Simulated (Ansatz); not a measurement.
Relaxed-ion elastic tensor of LiPb (CsCl type, Pm-3m) in GPa (Voigt order), LDA in the plane-wave PAW code Ansatz; density 8.55 g/cm³, 20.79 Å³ per atom.

```json
[
 {"": "1", "1": "58.7", "2": "30.1", "3": "30.1", "4": "0.0", "5": "0.0", "6": "0.0"},
 {"": "2", "1": "30.1", "2": "58.7", "3": "30.1", "4": "0.0", "5": "0.0", "6": "0.0"},
 {"": "3", "1": "30.1", "2": "30.1", "3": "58.7", "4": "0.0", "5": "0.0", "6": "0.0"},
 {"": "4", "1": "0.0", "2": "0.0", "3": "0.0", "4": "17.4", "5": "0.0", "6": "0.0"},
 {"": "5", "1": "0.0", "2": "0.0", "3": "0.0", "4": "0.0", "5": "17.4", "6": "0.0"},
 {"": "6", "1": "0.0", "2": "0.0", "3": "0.0", "4": "0.0", "5": "0.0", "6": "17.4"}
]
```

Q: Is the crystal mechanically stable?

A: Yes: the smallest eigenvalue of C is 17.4 GPa.

Q: Work out the Voigt, Reuss and Hill averages.

A: K_V = 39.6, K_R = 39.6, K_H = 39.6; G_V = 16.2, G_R = 16.0, G_H = 16.1 GPa.

Q: Give Young's modulus, Poisson's ratio, Pugh's ratio and the universal anisotropy index.

A: E = 9KG/(3K + G) = 42.5 GPa; ν = 0.32; K/G = 2.46 (ductile by the Pugh limit of 1.75); A_U = 5G_V/G_R + K_V/K_R − 6 = 0.04.

Q: Estimate the sound speeds and the Debye temperature.

A: v_l = √((K + 4G/3)/ρ) = 2670 m/s, v_t = √(G/ρ) = 1370 m/s, mean 1540 m/s; Θ = (h/k)(3n/4πV)^(1/3) v_m = 166 K.

Q: Give the Zener ratio and Young's modulus along [100], [110] and [111].

A: A = 2C44/(C11 − C12) = 1.21; 1/E = S11 − 2(S11 − S12 − S44/2)Γ with Γ = 0, 1/4, 1/3 gives 38.4, 43.5, 45.5 GPa.

Q: Solve the Christoffel equation for the three sound speeds along [100], [110], [111].

A: Eigenvalues of C_ijkl n_j n_l equal ρv². In km/s, slowest first: [100] 1.43, 1.43, 2.62; [110] 1.29, 1.43, 2.69; [111] 1.34, 1.34, 2.71.

The workflow started from an entry of the Crystallography Open Database (COD), which files this formula under 2 space groups. Whether it is the stable phase at ambient conditions was not checked. The LDA relaxation kept the symmetry of its start; of distortions, only those at the zone centre were tested. As this level gives no gap, shear constants depend on the k-mesh and smearing (Fermi–Dirac, 0.1 eV here). Scalar-relativistic: spin–orbit coupling is off unless named, which matters more the heavier the elements.

Potentials: the later of the program's two PAW sets.
